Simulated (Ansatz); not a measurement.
Theory: DFT, LDA (PW92), plane waves (420 eV) with PAW, scalar-relativistic in Ansatz. (PAW data from PBE, frozen cores regenerated.)

An element in the diamond structure gives this curve. The cell is scaled uniformly from the relaxed one, with fractional coordinates and shape fixed. Energies are extrapolated to zero smearing, pressures are those at the given smearing. Magnetic state: spin not included. Spin polarisation is off; a magnetic state may lie lower.

```csv
V (Å³/atom),E − E₀ (meV/atom),P (GPa)
12.119,123.9,28.33
12.669,49.1,16.67
13.220,10.3,7.38
13.771,0.1,-0.04
14.322,12.7,-5.96
14.873,43.5,-10.67
15.424,88.9,-14.42
```

Which element is it?
A. osmium
B. silicon
C. copper
D. cobalt

D. Its fit is V₀ = 13.72 Å³/atom, B₀ = 168 GPa, B₀′ = 4.6.
